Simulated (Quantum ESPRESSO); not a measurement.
LuPO₄ has the tetragonal space group I4₁/amd, origin choice 1 (No. 141), Pearson symbol tI24. Cell: a = b = 6.7342 Å, c = 5.9138 Å, α = β = γ = 90.00°. O on 16h is coordinated by 1 P at 1.536 Å and 2 Lu at 2.232–2.323 Å. P on 4b is surrounded by 4 O at 1.536 Å (tetrahedral). Lu on 4a sees 8 O at 2.232–2.323 Å. (Neighbours: up to the widest gap in distance over summed covalent radii, below 1.35, at either atom; cation-cation contacts left out.)
(The calculation used a cell of 12 atoms; values per cell refer to that cell.)

The geometry is that of Materials Project entry mp-2940, symmetrised and not relaxed again.

Question: What does PBEsol (Quantum ESPRESSO, PseudoDojo norm-conserving, 100 Ry, without SOC) give for the electronic structure near the Fermi level?

Answer: The PBEsol gap is direct, 6.22 eV at Γ. The 4f states are in the valence at their DFT position.
